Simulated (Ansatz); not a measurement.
ZnCdS2:
```
CELL_PARAMETERS angstrom
      3.93411     0.00000     0.00000
     -1.96706     3.40704     0.00000
      0.00000     0.00000     6.52299
ATOMIC_POSITIONS crystal
  Zn 0.00000 0.00000 0.99925
  Cd 0.33333 0.66667 0.50697
  S  0.33333 0.66667 0.89173
  S  0.00000 0.00000 0.35404
```

Relaxed with PBEsol. Independent-particle spectrum: no excitons, no local fields, no scissors shift; 0.1 eV broadening; ε₁ of the summed bands alone.

Q: Tabulate the dielectric function from plane-wave PAW PBEsol (Ansatz code).

A: 

```csv
E (eV),ε₁ xx,ε₂ xx,ε₁ zz,ε₂ zz
0.0,6.40,0.00,6.68,0.00
0.3,6.43,0.00,6.71,0.00
0.6,6.51,0.00,6.79,0.00
0.9,6.67,0.00,6.94,0.00
1.2,7.04,0.01,7.20,0.00
1.5,7.36,0.70,7.80,0.08
1.8,7.17,0.97,8.06,1.01
2.1,7.15,1.06,7.88,1.39
2.4,7.31,1.16,7.85,1.59
2.7,7.54,1.29,7.96,1.76
3.0,7.95,1.52,8.21,1.95
3.3,8.55,1.92,8.62,2.24
3.6,8.93,3.03,9.26,2.67
3.9,9.39,3.94,10.31,3.54
4.2,8.15,5.75,11.52,5.89
4.5,8.55,5.01,9.49,10.26
4.8,8.04,8.27,6.48,9.72
5.1,5.17,7.84,4.72,10.19
5.4,6.18,6.47,2.90,9.04
5.7,6.63,9.17,3.44,7.94
6.0,2.84,10.58,2.38,8.65
6.3,1.95,7.71,2.16,7.78
6.6,2.25,8.80,-0.50,8.83
6.9,1.27,9.69,0.43,6.11
7.2,-0.96,8.61,1.08,8.03
7.5,-1.25,6.97,-0.64,8.20
7.8,-0.99,6.44,-1.99,7.11
8.1,-2.32,7.14,-3.43,5.87
8.4,-3.47,5.37,-2.75,4.00
8.7,-2.94,3.84,-2.25,3.60
9.0,-2.46,3.11,-1.93,3.06
9.3,-1.93,2.84,-1.49,2.89
9.6,-1.75,2.70,-1.26,2.96
9.9,-1.76,2.53,-1.80,2.90
10.2,-1.60,2.17,-1.75,2.42
10.5,-1.35,1.89,-1.51,2.04
10.8,-1.17,1.94,-1.37,1.92
11.1,-1.17,1.85,-1.21,1.78
11.4,-1.20,1.77,-1.28,1.81
11.7,-1.29,1.39,-1.29,1.38
12.0,-1.00,1.11,-1.15,1.05
```

Q: From ε at 2.8 eV (xx: 7.66 + 1.34i), find n, k, the normal reflectivity and the absorption coefficient.

A: n = 2.78, k = 0.241, R = 22 %, α = 2kE/ħc = 68000 cm⁻¹.

With all bands, ε∞ without local fields is 6.54 (xx = yy), 6.82 (zz). DFPT, with local fields, gives 6.10 (xx = yy), 6.36 (zz).

Space group P3m1. The first step of the workflow began from a Materials Project structure, measured or hypothetical; the Crystallography Open Database copy checked does not list it. Whether it is the stable phase at ambient conditions was not checked. Symmetry was held in the PBEsol relaxation; of distortions, only those at the zone centre were tested. Spin–orbit coupling is left out wherever it is not named.

Potentials: the later of the program's two PAW sets.
